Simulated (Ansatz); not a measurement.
A relaxation computed with Ansatz, from input to last step.

```yaml
crystal:
  lattice:
    - [5.7920918498, 0.0, 0.0]
    - [0.0, 5.7920918498, 0.0]
    - [0.0, 0.0, 5.7920918498]
  atoms:
    - { symbol: K, position: [0.134, 0.134, 0.134] }
    - { symbol: K, position: [0.366, 0.866, 0.634] }
    - { symbol: K, position: [0.634, 0.366, 0.866] }
    - { symbol: K, position: [0.866, 0.634, 0.366] }
    - { symbol: W, position: [0.8445, 0.8445, 0.8445] }
    - { symbol: W, position: [0.6555, 0.1555, 0.3445] }
    - { symbol: W, position: [0.3445, 0.6555, 0.1555] }
    - { symbol: W, position: [0.1555, 0.3445, 0.6555] }
basis:
  ecutwfc: 420
kpoints:
  mp_grid: { grid: [4, 4, 4] }
hamiltonian:
  xc: pbe
scf:
  occupations: { method: gaussian, width: 0.1 }
  lower_state_search: "off"
output:
  forces: true
  stress: true
  eigenvalues: true
relax:
  adjacent_minimum: "off"
  f_tol: 0.04
  max_steps: 70
  cell: { stress_tol: 0.4 }
```

```bash
ansatz run input.yaml --threads 1 --pin off --max-ram 2560MiB --backend cpu --events-out ev --progress --plain --runs-dir out
```

Method: DFT PBE, scalar-relativistic, plane waves, PAW in Ansatz 0.2.0.

Of 4 frames 3 are shown, positions in Å and forces in eV/Å; the SCF threshold varies from step to step. Steps run on the plane waves of an earlier cell, with a Pulay correction in the pressure. The basis is chosen afresh for the last frame, the zero of the energies, and at times for earlier ones too; energy and pressure step there, also at an unchanged geometry.

```xyz
8
Lattice="5.7921 0.0000 0.0000 0.0000 5.7921 0.0000 0.0000 0.0000 5.7921" Properties=species:S:1:pos:R:3:forces:R:3 pbc="T T T" step=1 free_energy_over_end_meV_per_atom=111.81 pressure_GPa=0.92
K     0.7761    0.7761    0.7761    0.6068    0.6068    0.6068
K     2.1199    5.0160    3.6722   -0.6068   -0.6068    0.6068
K     3.6722    2.1199    5.0160    0.6068   -0.6068   -0.6068
K     5.0160    3.6722    2.1199   -0.6068    0.6068   -0.6068
W     4.8914    4.8914    4.8914    0.5942    0.5942    0.5942
W     3.7967    0.9007    1.9954   -0.5942   -0.5942    0.5942
W     1.9954    3.7967    0.9007    0.5942   -0.5942   -0.5942
W     0.9007    1.9954    3.7967   -0.5942    0.5942   -0.5942
8
Lattice="5.8007 0.0000 0.0000 0.0000 5.8007 0.0000 0.0000 0.0000 5.8007" Properties=species:S:1:pos:R:3:forces:R:3 pbc="T T T" step=2 free_energy_over_end_meV_per_atom=1.01 pressure_GPa=0.19
K     0.8902    0.8902    0.8902    0.0183    0.0183    0.0183
K     2.0101    4.9104    3.7905   -0.0183   -0.0183    0.0183
K     3.7905    2.0101    4.9104    0.0183   -0.0183   -0.0183
K     4.9104    3.7905    2.0101   -0.0183    0.0183   -0.0183
W     5.0001    5.0001    5.0001    0.0813    0.0813    0.0813
W     3.7008    0.8005    2.0998   -0.0813   -0.0813    0.0813
W     2.0998    3.7008    0.8005    0.0813   -0.0813   -0.0813
W     0.8005    2.0998    3.7008   -0.0813    0.0813   -0.0813
8
Lattice="5.8077 0.0000 0.0000 0.0000 5.8077 0.0000 0.0000 0.0000 5.8077" Properties=species:S:1:pos:R:3:forces:R:3 pbc="T T T" step=4 free_energy_over_end_meV_per_atom=0.00 pressure_GPa=-0.03
K     0.8956    0.8956    0.8956   -0.0120   -0.0120   -0.0120
K     2.0083    4.9121    3.7994    0.0120    0.0120   -0.0120
K     3.7994    2.0083    4.9121   -0.0120    0.0120    0.0120
K     4.9121    3.7994    2.0083    0.0120   -0.0120    0.0120
W     5.0211    5.0211    5.0211    0.0024    0.0024    0.0024
W     3.6904    0.7866    2.1173   -0.0024   -0.0024    0.0024
W     2.1173    3.6904    0.7866    0.0024   -0.0024   -0.0024
W     0.7866    2.1173    3.6904   -0.0024    0.0024   -0.0024
```

The start puts this composition into another compound's structure type, which needn't suit it. At the end the space group is P2_13 (tolerance 0.05 Å).

It took 40 s on 1 thread of Arm Neoverse V2, with other jobs on the host, peak memory 0.41 GiB.

The k mesh is coarse. Spin–orbit coupling is left out, which can shift energies with elements as heavy as these.